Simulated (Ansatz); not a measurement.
## Ti (Im-3m), tetragonal deformation path

Level of theory: Ansatz, DFT r2SCAN, scalar-relativistic, plane waves, PAW. Settings: plane waves to 500 eV, k-mesh 22×22×22 (Γ-centred), Gaussian smearing 0.15 eV. No spin polarisation. Energies are free energies at this smearing, counted from the undisturbed cell; pressure is positive in compression.

Reference structure (as given, not relaxed at this level; it stands at -2.8 GPa; this bcc form isn't the usual structure):

```
Ti
1.0
    -1.64100    1.64100    1.64100
     1.64100   -1.64100    1.64100
     1.64100    1.64100   -1.64100
Ti
1
Direct
  0.00000 0.00000 0.00000
```

At fixed volume and fractional coordinates, lengths along (0.000, 0.000, 1.000) are scaled against those across it; ρ is that ratio over its starting value. The cell is metallic on the mesh throughout. At ρ = 1.414 the cell becomes cubic (Fm-3m), and there the slope of the energy vanishes by symmetry.

```csv
ρ,ΔE (meV/atom),pressure (GPa)
0.650,248.7,-2.0
0.707,?,?
0.780,30.5,-3.1
0.850,-9.1,-2.8
0.920,-9.8,-2.7
0.960,-2.7,-2.8
1.000,0.0,-2.8
1.050,-3.2,-2.7
1.100,-11.6,-2.5
1.200,?,?
1.300,-55.4,-2.0
1.414,?,?
1.500,?,?
```

**Question.** Give the withheld values.

**Answer.** ΔE (meV/atom) at ρ = 0.707: 123.8; pressure (GPa) at ρ = 0.707: -2.9; ΔE (meV/atom) at ρ = 1.200: -35.7; pressure (GPa) at ρ = 1.200: -2.2; ΔE (meV/atom) at ρ = 1.414: -63.9; pressure (GPa) at ρ = 1.414: -1.9; ΔE (meV/atom) at ρ = 1.500: -59.7; pressure (GPa) at ρ = 1.500: -2.0.